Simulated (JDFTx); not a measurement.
Reference run:

* **surface**: Au(111)
* **bulk**: Au, Fm-3m, lattice of mp-81 (not re-optimised)
* **slab**: 4 atoms in 4 planes, 1x1, 7.2 Å between the outermost planes
* **in-plane cell**: 2.950 × 2.950 Å, 7.53 Å²
* **cell height**: 23.2 Å
* **sampling**: 8×8×1 k mesh, Fermi smearing 0.01 Ha, no spin polarisation

The reference is PBE, GBRV ultrasoft potentials, plane waves to 20/100 Ha; code: JDFTx (a modified build). Unrelaxed; liquid: CANDLE, water, 1 M KF. U vs SHE = −μ/e − 4.44 V throughout (conventional absolute potential of the hydrogen electrode).

```csv
plane-wave cutoffs,work function (eV),U_pzc (V),mean C above U_pzc (μF/cm²),k states × plane waves,"cycles, vacuum run","rough core time, vacuum run"
10/50 Ha,5.24,0.51,11 over 0.5 V,10 × 1782,18,50 s
12/60 Ha,5.23,0.52,11 over 0.5 V,10 × 2341,18,60 s
15/75 Ha,5.23,0.52,11 over 0.5 V,10 × 3272,18,80 s
20/100 Ha,5.23,0.52,11 over 0.5 V,10 × 5035,19,2 min
25/125 Ha,5.23,0.52,11 over 0.5 V,10 × 7041,18,3 min
30/150 Ha,5.23,0.52,11 over 0.5 V,10 × 9253,19,5 min
```

The work function stays within 0.01 eV over all these settings; capacitances repeat to about ±0.2 μF/cm². The times are rough (shared hosts); only ratios past two mean anything.
